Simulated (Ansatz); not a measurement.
Input and steps of a relaxation of cell and atoms on an 18-atom cell of Bi2MoO6 (Cmce) from a materials database (Ansatz, PBE). The input holds the cell as the database lists it.

```yaml
crystal:
  lattice:
    - [2.723302, -8.449665, 0.0]
    - [2.723302, 8.449665, 0.0]
    - [0.0, 0.0, 5.464018]
  atoms:
    - { symbol: Bi, position: [0.173382, 0.826618, 0.524655] }
    - { symbol: Bi, position: [0.826618, 0.173382, 0.475345] }
    - { symbol: Bi, position: [0.326618, 0.673382, 0.024655] }
    - { symbol: Bi, position: [0.673382, 0.326618, 0.975345] }
    - { symbol: Mo, position: [0.0, 0.0, 0.0] }
    - { symbol: Mo, position: [0.5, 0.5, 0.5] }
    - { symbol: O, position: [0.890281, 0.109719, 0.080876] }
    - { symbol: O, position: [0.609719, 0.390281, 0.580876] }
    - { symbol: O, position: [0.998864, 0.501136, 0.25] }
    - { symbol: O, position: [0.770243, 0.729757, 0.25] }
    - { symbol: O, position: [0.001136, 0.498864, 0.75] }
    - { symbol: O, position: [0.729757, 0.770243, 0.75] }
    - { symbol: O, position: [0.390281, 0.609719, 0.419124] }
    - { symbol: O, position: [0.229757, 0.270243, 0.75] }
    - { symbol: O, position: [0.270243, 0.229757, 0.25] }
    - { symbol: O, position: [0.109719, 0.890281, 0.919124] }
    - { symbol: O, position: [0.501136, 0.998864, 0.75] }
    - { symbol: O, position: [0.498864, 0.001136, 0.25] }
kpoints:
  mp_grid: { grid: [4, 4, 4] }
hamiltonian:
  xc: pbe
scf:
  occupations: { method: fermi_dirac, width: 0.02 }
relax:
  f_tol: 0.005
  cell: {}
```

The trajectory has 9 recorded frames, each with fractional positions and then forces in eV/Å along x, y and z. The last, and any step after a large change of cell, is solved on a basis re-selected at its cell; pressure is positive in compression.

Step 1: energy 0.0 meV/atom from step 1, largest force component 0.575 eV/Å, pressure -2.40 GPa; a = 8.878 Å, b = 8.878 Å, c = 5.464 Å, α = 90.00°, β = 90.00°, γ = 144.27°
```
Bi 0.1734 0.8266 0.5247     0.000  -0.015   0.064
Bi 0.8266 0.1734 0.4753     0.000   0.015  -0.064
Bi 0.3266 0.6734 0.0247     0.000   0.015   0.064
Bi 0.6734 0.3266 0.9753     0.000  -0.015  -0.064
Mo 0.0000 0.0000 0.0000     0.000   0.000   0.000
Mo 0.5000 0.5000 0.5000     0.000   0.000   0.000
O  0.8903 0.1097 0.0809     0.000  -0.575  -0.073
O  0.6097 0.3903 0.5809     0.000   0.575  -0.073
O  0.9989 0.5011 0.2500     0.000  -0.051   0.000
O  0.7702 0.7298 0.2500     0.000   0.183   0.000
O  0.0011 0.4989 0.7500     0.000   0.051   0.000
O  0.7298 0.7702 0.7500     0.000  -0.183   0.000
O  0.3903 0.6097 0.4191     0.000  -0.575   0.073
O  0.2298 0.2702 0.7500     0.000  -0.183   0.000
O  0.2702 0.2298 0.2500     0.000   0.183   0.000
O  0.1097 0.8903 0.9191     0.000   0.575   0.073
O  0.5011 0.9989 0.7500     0.000   0.051   0.000
O  0.4989 0.0011 0.2500     0.000  -0.051   0.000
```

Step 2: energy -3.0 meV/atom from step 1, largest force component 0.064 eV/Å, pressure +0.13 GPa; a = 8.890 Å, b = 8.890 Å, c = 5.430 Å, α = 90.00°, β = 90.00°, γ = 144.55°
```
Bi 0.1728 0.8272 0.5242     0.000  -0.064   0.018
Bi 0.8272 0.1728 0.4758     0.000   0.064  -0.018
Bi 0.3272 0.6728 0.0242     0.000   0.064   0.018
Bi 0.6728 0.3272 0.9758     0.000  -0.064  -0.018
Mo 0.0000 0.0000 0.0000     0.000   0.000   0.000
Mo 0.5000 0.5000 0.5000     0.000   0.000   0.000
O  0.8917 0.1083 0.0821     0.000  -0.008  -0.038
O  0.6083 0.3917 0.5821     0.000   0.008  -0.038
O  0.9994 0.5006 0.2500     0.000  -0.056   0.000
O  0.7695 0.7305 0.2500     0.000  -0.002   0.000
O  0.0006 0.4994 0.7500     0.000   0.056   0.000
O  0.7305 0.7695 0.7500     0.000   0.002   0.000
O  0.3917 0.6083 0.4179     0.000  -0.008   0.038
O  0.2305 0.2695 0.7500     0.000   0.002   0.000
O  0.2695 0.2305 0.2500     0.000  -0.002   0.000
O  0.1083 0.8917 0.9179     0.000   0.008   0.038
O  0.5006 0.9994 0.7500     0.000   0.056   0.000
O  0.4994 0.0006 0.2500     0.000  -0.056   0.000
```

Step 3: energy -3.1 meV/atom from step 1, largest force component 0.051 eV/Å, pressure +0.10 GPa; a = 8.882 Å, b = 8.882 Å, c = 5.429 Å, α = 90.00°, β = 90.00°, γ = 144.43°
```
Bi 0.1731 0.8269 0.5243     0.000   0.051   0.018
Bi 0.8269 0.1731 0.4757     0.000  -0.051  -0.018
Bi 0.3269 0.6731 0.0243     0.000  -0.051   0.018
Bi 0.6731 0.3269 0.9757     0.000   0.051  -0.018
Mo 0.0000 0.0000 0.0000     0.000   0.000   0.000
Mo 0.5000 0.5000 0.5000     0.000   0.000   0.000
O  0.8916 0.1084 0.0807     0.000   0.015   0.001
O  0.6084 0.3916 0.5807     0.000  -0.015   0.001
O  0.9997 0.5003 0.2500     0.000  -0.006   0.000
O  0.7693 0.7307 0.2500     0.000   0.006   0.000
O  0.0003 0.4997 0.7500     0.000   0.006   0.000
O  0.7307 0.7693 0.7500     0.000  -0.006   0.000
O  0.3916 0.6084 0.4193     0.000   0.015  -0.001
O  0.2307 0.2693 0.7500     0.000  -0.006   0.000
O  0.2693 0.2307 0.2500     0.000   0.006   0.000
O  0.1084 0.8916 0.9193     0.000  -0.015  -0.001
O  0.5003 0.9997 0.7500     0.000   0.006   0.000
O  0.4997 0.0003 0.2500     0.000  -0.006   0.000
```

Step 4: energy -3.1 meV/atom from step 1, largest force component 0.011 eV/Å, pressure -0.02 GPa; a = 8.879 Å, b = 8.879 Å, c = 5.433 Å, α = 90.00°, β = 90.00°, γ = 144.43°
```
Bi 0.1729 0.8271 0.5246     0.000  -0.010   0.011
Bi 0.8271 0.1729 0.4754     0.000   0.010  -0.011
Bi 0.3271 0.6729 0.0246     0.000   0.010   0.011
Bi 0.6729 0.3271 0.9754     0.000  -0.010  -0.011
Mo 0.0000 0.0000 0.0000     0.000   0.000   0.000
Mo 0.5000 0.5000 0.5000     0.000   0.000   0.000
O  0.8915 0.1085 0.0802     0.000   0.002   0.006
O  0.6085 0.3915 0.5802     0.000  -0.002   0.006
O  0.9997 0.5003 0.2500     0.000  -0.002   0.000
O  0.7692 0.7308 0.2500     0.000   0.009   0.000
O  0.0003 0.4997 0.7500     0.000   0.002   0.000
O  0.7308 0.7692 0.7500     0.000  -0.009   0.000
O  0.3915 0.6085 0.4198     0.000   0.002  -0.006
O  0.2308 0.2692 0.7500     0.000  -0.009   0.000
O  0.2692 0.2308 0.2500     0.000   0.009   0.000
O  0.1085 0.8915 0.9198     0.000  -0.002  -0.006
O  0.5003 0.9997 0.7500     0.000   0.002   0.000
O  0.4997 0.0003 0.2500     0.000  -0.002   0.000
```

Step 5: energy -3.1 meV/atom from step 1, largest force component 0.009 eV/Å, pressure -0.03 GPa; a = 8.884 Å, b = 8.884 Å, c = 5.434 Å, α = 90.00°, β = 90.00°, γ = 144.46°
```
Bi 0.1729 0.8271 0.5248     0.000  -0.003   0.009
Bi 0.8271 0.1729 0.4752     0.000   0.003  -0.009
Bi 0.3271 0.6729 0.0248     0.000   0.003   0.009
Bi 0.6729 0.3271 0.9752     0.000  -0.003  -0.009
Mo 0.0000 0.0000 0.0000     0.000   0.000   0.000
Mo 0.5000 0.5000 0.5000     0.000   0.000   0.000
O  0.8915 0.1085 0.0803     0.000   0.009   0.003
O  0.6085 0.3915 0.5803     0.000  -0.009   0.003
O  0.9997 0.5003 0.2500     0.000  -0.005   0.000
O  0.7691 0.7309 0.2500     0.000   0.002   0.000
O  0.0003 0.4997 0.7500     0.000   0.005   0.000
O  0.7309 0.7691 0.7500     0.000  -0.002   0.000
O  0.3915 0.6085 0.4197     0.000   0.009  -0.003
O  0.2309 0.2691 0.7500     0.000  -0.002   0.000
O  0.2691 0.2309 0.2500     0.000   0.002   0.000
O  0.1085 0.8915 0.9197     0.000  -0.009  -0.003
O  0.5003 0.9997 0.7500     0.000   0.005   0.000
O  0.4997 0.0003 0.2500     0.000  -0.005   0.000
```

Step 6: energy -3.1 meV/atom from step 1, largest force component 0.003 eV/Å, pressure 0.00 GPa; a = 8.885 Å, b = 8.885 Å, c = 5.433 Å, α = 90.00°, β = 90.00°, γ = 144.46°
```
Bi 0.1729 0.8271 0.5251     0.000   0.000  -0.003
Bi 0.8271 0.1729 0.4749     0.000   0.000   0.003
Bi 0.3271 0.6729 0.0251     0.000   0.000  -0.003
Bi 0.6729 0.3271 0.9749     0.000   0.000   0.003
Mo 0.0000 0.0000 0.0000     0.000   0.000   0.000
Mo 0.5000 0.5000 0.5000     0.000   0.000   0.000
O  0.8915 0.1085 0.0803     0.000   0.001  -0.002
O  0.6085 0.3915 0.5803     0.000  -0.001  -0.002
O  0.9998 0.5002 0.2500     0.000   0.000   0.000
O  0.7691 0.7309 0.2500     0.000   0.001   0.000
O  0.0002 0.4998 0.7500     0.000   0.000   0.000
O  0.7309 0.7691 0.7500     0.000  -0.001   0.000
O  0.3915 0.6085 0.4197     0.000   0.001   0.002
O  0.2309 0.2691 0.7500     0.000  -0.001   0.000
O  0.2691 0.2309 0.2500     0.000   0.001   0.000
O  0.1085 0.8915 0.9197     0.000  -0.001   0.002
O  0.5002 0.9998 0.7500     0.000   0.000   0.000
O  0.4998 0.0002 0.2500     0.000   0.000   0.000
```

Step 7: energy -2.7 meV/atom from step 1, largest force component 0.003 eV/Å, pressure -0.05 GPa; a = 8.885 Å, b = 8.885 Å, c = 5.433 Å, α = 90.00°, β = 90.00°, γ = 144.46°
```
Bi 0.1729 0.8271 0.5251     0.000   0.000  -0.003
Bi 0.8271 0.1729 0.4749     0.000   0.000   0.003
Bi 0.3271 0.6729 0.0251     0.000   0.000  -0.003
Bi 0.6729 0.3271 0.9749     0.000   0.000   0.003
Mo 0.0000 0.0000 0.0000     0.000   0.000   0.000
Mo 0.5000 0.5000 0.5000     0.000   0.000   0.000
O  0.8915 0.1085 0.0803     0.000   0.001  -0.002
O  0.6085 0.3915 0.5803     0.000  -0.001  -0.002
O  0.9998 0.5002 0.2500     0.000   0.000   0.000
O  0.7691 0.7309 0.2500     0.000   0.001   0.000
O  0.0002 0.4998 0.7500     0.000   0.000   0.000
O  0.7309 0.7691 0.7500     0.000  -0.001   0.000
O  0.3915 0.6085 0.4197     0.000   0.001   0.002
O  0.2309 0.2691 0.7500     0.000  -0.001   0.000
O  0.2691 0.2309 0.2500     0.000   0.001   0.000
O  0.1085 0.8915 0.9197     0.000  -0.001   0.002
O  0.5002 0.9998 0.7500     0.000   0.000   0.000
O  0.4998 0.0002 0.2500     0.000   0.000   0.000
```

Step 8: energy -2.7 meV/atom from step 1, largest force component 0.001 eV/Å, pressure 0.00 GPa; a = 8.886 Å, b = 8.886 Å, c = 5.431 Å, α = 90.00°, β = 90.00°, γ = 144.47°
```
Bi 0.1729 0.8271 0.5249     0.000  -0.001   0.000
Bi 0.8271 0.1729 0.4751     0.000   0.001   0.000
Bi 0.3271 0.6729 0.0249     0.000   0.001   0.000
Bi 0.6729 0.3271 0.9751     0.000  -0.001   0.000
Mo 0.0000 0.0000 0.0000     0.000   0.000   0.000
Mo 0.5000 0.5000 0.5000     0.000   0.000   0.000
O  0.8915 0.1085 0.0802     0.000   0.000  -0.001
O  0.6085 0.3915 0.5802     0.000   0.000  -0.001
O  0.9998 0.5002 0.2500     0.000   0.000   0.000
O  0.7691 0.7309 0.2500     0.000  -0.001   0.000
O  0.0002 0.4998 0.7500     0.000   0.000   0.000
O  0.7309 0.7691 0.7500     0.000   0.001   0.000
O  0.3915 0.6085 0.4198     0.000   0.000   0.001
O  0.2309 0.2691 0.7500     0.000   0.001   0.000
O  0.2691 0.2309 0.2500     0.000  -0.001   0.000
O  0.1085 0.8915 0.9198     0.000   0.000   0.001
O  0.5002 0.9998 0.7500     0.000   0.000   0.000
O  0.4998 0.0002 0.2500     0.000   0.000   0.000
```

Step 9: energy -2.7 meV/atom from step 1, largest force component 0.001 eV/Å, pressure 0.00 GPa; a = 8.886 Å, b = 8.886 Å, c = 5.431 Å, α = 90.00°, β = 90.00°, γ = 144.47°
```
Bi 0.1729 0.8271 0.5249     0.000  -0.001   0.000
Bi 0.8271 0.1729 0.4751     0.000   0.001   0.000
Bi 0.3271 0.6729 0.0249     0.000   0.001   0.000
Bi 0.6729 0.3271 0.9751     0.000  -0.001   0.000
Mo 0.0000 0.0000 0.0000     0.000   0.000   0.000
Mo 0.5000 0.5000 0.5000     0.000   0.000   0.000
O  0.8915 0.1085 0.0802     0.000   0.000  -0.001
O  0.6085 0.3915 0.5802     0.000   0.000  -0.001
O  0.9998 0.5002 0.2500     0.000   0.000   0.000
O  0.7691 0.7309 0.2500     0.000  -0.001   0.000
O  0.0002 0.4998 0.7500     0.000   0.000   0.000
O  0.7309 0.7691 0.7500     0.000   0.001   0.000
O  0.3915 0.6085 0.4198     0.000   0.000   0.001
O  0.2309 0.2691 0.7500     0.000   0.001   0.000
O  0.2691 0.2309 0.2500     0.000  -0.001   0.000
O  0.1085 0.8915 0.9198     0.000   0.000   0.001
O  0.5002 0.9998 0.7500     0.000   0.000   0.000
O  0.4998 0.0002 0.2500     0.000   0.000   0.000
```

The walk took 7 steps and changed the volume by -0.9 %. The last SCF, on a fresh basis, lies 2.7 meV an atom below the first. Final cell: it is orthorhombic, Cmce (No. 64); conventional cell a = 5.423 Å, b = 16.925 Å, c = 5.431 Å, 13.85 Å³ an atom. Bi has 5 O at 2.25–2.41 Å; Mo has 6 O at 1.89–1.95 Å; O has 1 Mo at 1.89 Å and 1 Bi at 2.41 Å; O has 4 Bi at 2.25–2.40 Å; O has 2 Mo at 1.95 Å.

Task: It took 14 s on 1 × NVIDIA H100 80GB HBM3 with 2 threads of AMD EPYC 7R13 Processor (Zen 3) (shared host), load about 1.3 per core. What peak of host memory did it reach?

Result: About 1.3 GiB.

The values are computed, spin-unpolarised, and not measurements.
